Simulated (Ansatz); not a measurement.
**133Cs fingerprints of the forms of CsSnI3**

The numbers come from a DFT calculation in Ansatz (r2SCAN, plane waves and PAW, scalar-relativistic, 500 eV cutoff). Q(133Cs) = -3.430 mb, I = 7/2. The cells come from the Materials Project (computed, not necessarily observed phases), with the atoms as given. Spin–orbit coupling is left out, which moves gradients at and beside heavy atoms (Cs) by some per cent and at some sites by far more.

(1) Rank the structures by their largest 133Cs |C_Q|, smallest first.
A. Pm-3m, 5 atoms in the cell run; Cs site: 12 I at 4.45 Å
B. Pnma, 20 atoms in the cell run; Cs site: 12 I at 4.00–4.88 Å

## Answers

(1) A (0 MHz), B (0.281 MHz).

In CsSnI3 (Pnma) small gradients can still move by 0.1 × 10²¹ V/m² or more with the k-mesh.
